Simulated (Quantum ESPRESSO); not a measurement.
```cif
data_C2K2Pt
_chemical_formula_sum 'C2 K2 Pt1'
_space_group_name_H-M_alt 'P-3m1'
_space_group_IT_number 164
_space_group_name_Hall '-P 3 2"'
_cell_length_a 5.13834
_cell_length_b 5.13834
_cell_length_c 5.19454
_cell_angle_alpha 90.000
_cell_angle_beta 90.000
_cell_angle_gamma 120.000
loop_
_atom_site_label
_atom_site_type_symbol
_atom_site_symmetry_multiplicity
_atom_site_Wyckoff_symbol
_atom_site_fract_x
_atom_site_fract_y
_atom_site_fract_z
_atom_site_occupancy
C1 C 2 c 0.00000 0.00000 0.12211 1
K1 K 2 d 0.66667 0.33333 0.22176 1
Pt1 Pt 1 b 0.00000 0.00000 0.50000 1
```

The geometry is that of Materials Project entry mp-976876, symmetrised and not relaxed again.

Question: What does norm-conserving PBEsol (Quantum ESPRESSO, 84 Ry, no spin-orbit coupling) give for the electronic structure near the Fermi level?

Answer: The PBEsol gap is indirect, 0.88 eV, from A to L; the smallest direct gap is 0.91 eV. Spin-orbit coupling is left out, which matters for elements this heavy: edges can move by tenths of an eV.

The structure is a Materials Project entry; no match was found in the copy of COD used, and its stability was not checked.
